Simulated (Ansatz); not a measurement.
Au (fcc, Cu type)

Space group Fm-3m (No. 225); a = b = c = 4.1573 Å, α = β = γ = 90.00°

```csv
atom,site,symmetry,x,y,z
Au,4a,m-3m,0.0000,0.0000,0.0000
```
(The calculation used a cell of 1 atom; values per cell refer to that cell.)

The relaxed cell is deformed in two ways at once: its volume V is scaled, and at that volume it is stretched along z (the c axis of the conventional cell) so that c/a changes. Fractional atomic positions are held.

These are PBE (plane waves to 420 eV, PAW, scalar-relativistic; Ansatz, a first-principles code) values and carry that method's errors. k mesh 19×19×19 (Γ-centred), Fermi-Dirac smearing 0.05 eV. E stands for the smeared free energy. Stress and pressure are positive under compression. With partly filled bands, the response to shear is sensitive to the k mesh, so small differences along c/a are uncertain. Au was relaxed with its symmetry unable to fall. Spin-orbit coupling is left out, though Au is heavy. The PAW data are Ansatz's earlier set. The zero of ΔE is the relaxed starting cell.

ΔE (kJ/mol of atoms), with V/V₀ across and (c/a)/(c/a)₀ down:

```csv
(c/a)/(c/a)₀ \ V/V₀,0.920,0.960,1.000,1.040,1.080
0.880,6.7,2.0,0.5,1.4,4.2
0.940,6.0,1.4,0.0,1.1,4.0
1.000,5.8,1.3,0.0,1.1,4.0
1.060,6.4,1.7,0.3,1.3,4.1
1.120,8.1,3.2,1.5,2.3,4.9
```

σzz − σxx (GPa), with V/V₀ across and (c/a)/(c/a)₀ down:

```csv
(c/a)/(c/a)₀ \ V/V₀,0.920,0.960,1.000,1.040,1.080
0.880,1.9,1.6,1.3,1.1,0.8
0.940,0.9,0.6,0.3,0.1,0.1
1.000,0.0,0.0,0.0,0.0,0.0
1.060,-2.9,-2.3,-1.8,-1.4,-1.0
1.120,-6.9,-5.5,-4.3,-3.4,-2.7
```

Read from the data:

| Property | Result |
|---|---|
| Lowest place on the grid, met at several equal points | V/V₀ = 1.000, (c/a)/(c/a)₀ = 0.940; V/V₀ = 1.000, (c/a)/(c/a)₀ = 1.000 (0 meV/atom) |
| Highest place on the grid | V/V₀ = 0.920, (c/a)/(c/a)₀ = 1.120 (84 meV/atom) |

The 25 points together took around 4 core-minutes (rough).

(Under strain, the slope of the energy per volume gives the stress and its curvature an elastic modulus.)
